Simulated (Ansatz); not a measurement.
A: LiF (rock salt), a = b = c = 4.0679 Å, α = β = γ = 90.00°
B: Cs (bcc, W type), a = b = c = 6.157 Å, α = β = γ = 90.00°
C: FeO (rock salt), a = b = c = 4.309 Å, α = β = γ = 90.00°
D: NaF (rock salt), a = b = c = 4.7016 Å, α = β = γ = 90.00°

Scan: energy against volume (even scaling of the relaxed cell, symmetry kept). One method and one kind of scan serve all of them; meshes and ranges differ. All were relaxed with their symmetry unable to fall. FeO is run spin-polarised and with no Hubbard U; the real compound is an antiferromagnetic insulator, a state that this run doesn't describe. Relaxed FeO ends ferromagnetic. The relaxed volume of NaF is well above the measured one; the method has no dispersion term. Other magnetic orders were not checked, so this need not be the ground state. (This holds for the magnetic or f-shell members.)

Task: Order them by bulk modulus (fitted) (lowest first) at the level PBE (plane waves to 420 eV, PAW, scalar-relativistic; Ansatz, a first-principles code).

Result: B (2.0 GPa), D (44.8 GPa), A (67.3 GPa), C (184 GPa)

(A scan under strain: stresses follow from slopes of the energy per volume, elastic moduli from its curvatures.)
